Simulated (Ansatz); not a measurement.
Here is the system:

InSb (zinc blende)

```yaml
crystal:
  lattice:
    - [0.00000, 6.63495, 6.63495]
    - [3.31748, 3.31748, 6.63495]
    - [3.31748, 3.31748, 0.00000]
  atoms:
    - { symbol: Sb, position: [0.00000, 0.75000, 0.75000] }
    - { symbol: Sb, position: [0.50000, 0.75000, 0.75000] }
    - { symbol: In, position: [0.00000, 0.00000, 0.00000] }
    - { symbol: In, position: [0.50000, 0.00000, 0.00000] }
```

The atoms are displaced by Q × the pattern below (from a DFPT mode at X = (0.5, 0.5, 0.0), largest move 1; Q in Å), at fixed cell. (q is in reciprocal vectors of the primitive cell; the cell shown is doubled to hold the pattern.)

```csv
atom,x,y,z
Sb1,0.000,0.000,-1.000
Sb2,0.000,0.000,1.000
```

Atoms not listed stay in place.

The numbers are results of PBE (plane waves to 420 eV, PAW, scalar-relativistic; Ansatz, a quantum-chemistry and plane-wave program), not measurements. k mesh 12×12×12 (Γ-centred), Fermi-Dirac smearing 0.05 eV. E stands for the smeared free energy. With partly filled bands, energies and forces of such displacements shift with the k mesh and the smearing. At this level the bands of InSb touch or barely overlap; measurements give the solid a gap. InSb was relaxed with its symmetry unable to fall. Spin-orbit coupling is left out, though Sb is heavy. The PAW data are Ansatz's earlier set. The zero of ΔE is the undisplaced structure.

The scan covers Q from -0.280 to 0.280 Å in 13 points.

Q: Which space group does the distorted structure have?

A: P-4m2 (No. 115), lowered from F-43m.

Q: Is this a single well or a double well?

A: A single well with its minimum at or next to zero displacement.

Q: What is the energy change at Q = 0.280 Å?

A: 610 meV/cell.

Q: What harmonic wavenumber does the curvature at Q = 0 give?

A: 133 cm⁻¹.

(For displaced atoms, the force is minus the slope of the energy, and its curvature is a force constant, which sets phonon frequencies.)
